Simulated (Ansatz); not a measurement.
PbS:
```cif
data_Pb4S4
_chemical_formula_sum 'Pb4 S4'
_space_group_name_H-M_alt 'Fm-3m'
_space_group_IT_number 225
_space_group_name_Hall '-F 4 2 3'
_cell_length_a 6.00869
_cell_length_b 6.00869
_cell_length_c 6.00869
_cell_angle_alpha 90.000
_cell_angle_beta 90.000
_cell_angle_gamma 90.000
loop_
_atom_site_label
_atom_site_type_symbol
_atom_site_symmetry_multiplicity
_atom_site_Wyckoff_symbol
_atom_site_fract_x
_atom_site_fract_y
_atom_site_fract_z
_atom_site_occupancy
Pb1 Pb 4 a 0.00000 0.00000 0.00000 1
S1 S 4 b 0.50000 0.50000 0.50000 1
```
(The calculation used a cell of 2 atoms; values per cell refer to that cell.)

Relaxed with PBE.

Q: Tabulate the valence density and the electron localisation function along the shortest Pb–S contact (3.00 Å), PBE in the plane-wave PAW code Ansatz.

A: 

```tsv
distance from Pb (Å)	density (e/Å³)	ELF
0.30	7.41	0.01
0.45	5.19	0.07
0.60	3.30	0.24
0.75	1.89	0.39
0.90	1.00	0.43
1.05	0.54	0.37
1.20	0.33	0.28
1.35	0.23	0.22
1.50	0.21	0.25
1.65	0.24	0.41
1.80	0.32	0.65
1.95	0.47	0.80
2.10	0.69	0.86
2.25	0.96	0.86
2.40	1.13	0.79
2.55	1.04	0.55
2.70	0.66	0.17
```

The density is the valence pseudo-density with augmentation charge, so density and ELF within about 1 Å of a nucleus are not all-electron values.

The PBE relaxation kept the symmetry of its start; of distortions, only those at the zone centre were tested. Spin–orbit coupling is left out wherever it is not named.

Potentials: the later of the program's two PAW sets.
